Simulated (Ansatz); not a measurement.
Si:
Space group Fd-3m, origin choice 1 (No. 227); a = b = c = 5.470 Å, α = β = γ = 90.00°

```csv
atom,site,symmetry,x,y,z
Si,8a,-43m,0.0000,0.0000,0.0000
```
(The calculation used a cell of 2 atoms; values per cell refer to that cell.)

Relaxed with PBE.

Question: Which orbitals make up the states near the band edges in DFT-PBE in the program Ansatz with PAW potentials?

Answer: Top 1 eV of the valence band: Si 3p 96 %. Bottom 1 eV of the conduction band: Si 3p 58 %, Si 3s 27 %, outside the projected shells 15 %. Projections are on Löwdin-orthogonalised atomic valence shells; empty p or d shells of many metals are not among them.

Question: Tabulate the density of states.

Answer: States/eV per cell of 2 atoms, in 0.25 eV bins, energy from the valence-band maximum.

| E (eV) | total | Si 3p | Si 3s |
|---|---|---|---|
| -7.85 | 0.11 | 0.04 | 0.07 |
| -7.60 | 0.03 | 0.01 | 0.02 |
| -7.35 | 0.26 | 0.11 | 0.15 |
| -7.10 | 0.48 | 0.20 | 0.27 |
| -6.85 | 0.76 | 0.38 | 0.38 |
| -6.60 | 1.43 | 0.82 | 0.60 |
| -6.35 | 0.80 | 0.45 | 0.35 |
| -6.10 | 0.63 | 0.35 | 0.27 |
| -5.85 | 0.51 | 0.29 | 0.22 |
| -5.60 | 0.44 | 0.25 | 0.19 |
| -5.35 | 0.38 | 0.22 | 0.16 |
| -5.10 | 0.32 | 0.19 | 0.13 |
| -4.85 | 0.29 | 0.17 | 0.12 |
| -4.60 | 0.25 | 0.15 | 0.10 |
| -4.35 | 0.23 | 0.15 | 0.08 |
| -4.10 | 0.91 | 0.81 | 0.09 |
| -3.85 | 1.21 | 1.09 | 0.10 |
| -3.60 | 1.05 | 0.93 | 0.10 |
| -3.35 | 1.07 | 0.97 | 0.10 |
| -3.10 | 1.18 | 1.07 | 0.10 |
| -2.85 | 1.45 | 1.35 | 0.09 |
| -2.60 | 1.54 | 1.45 | 0.08 |
| -2.35 | 1.46 | 1.38 | 0.07 |
| -2.10 | 1.38 | 1.30 | 0.06 |
| -1.85 | 1.34 | 1.28 | 0.05 |
| -1.60 | 1.28 | 1.23 | 0.04 |
| -1.35 | 1.22 | 1.18 | 0.02 |
| -1.10 | 0.86 | 0.83 | 0.02 |
| -0.85 | 0.55 | 0.53 | 0.01 |
| -0.60 | 0.39 | 0.38 | 0.01 |
| -0.35 | 0.23 | 0.22 | 0.00 |
| -0.10 | 0.06 | 0.06 | 0.00 |
| 0.15 | 0.00 | 0.00 | 0.00 |
| 0.40 | 0.00 | 0.00 | 0.00 |
| 0.65 | 0.04 | 0.02 | 0.01 |
| 0.90 | 0.22 | 0.12 | 0.06 |
| 1.15 | 0.42 | 0.24 | 0.12 |
| 1.40 | 0.58 | 0.34 | 0.15 |
| 1.65 | 0.75 | 0.43 | 0.20 |
| 1.90 | 1.04 | 0.59 | 0.29 |
| 2.15 | 1.57 | 0.88 | 0.45 |
| 2.40 | 1.88 | 1.11 | 0.49 |
| 2.65 | 1.32 | 0.80 | 0.29 |
| 2.90 | 1.07 | 0.66 | 0.19 |
| 3.15 | 0.98 | 0.64 | 0.13 |
| 3.40 | 2.00 | 1.38 | 0.21 |
| 3.65 | 2.05 | 1.29 | 0.27 |
| 3.90 | 1.60 | 1.01 | 0.19 |
| 4.15 | 1.23 | 0.78 | 0.12 |
| 4.40 | 1.18 | 0.73 | 0.11 |
| 4.65 | 1.18 | 0.66 | 0.15 |
| 4.90 | 1.20 | 0.66 | 0.16 |
| 5.15 | 1.26 | 0.69 | 0.16 |
| 5.40 | 1.28 | 0.71 | 0.15 |

The PBE relaxation kept the symmetry of its start.

Potentials: the later of the program's two PAW sets.
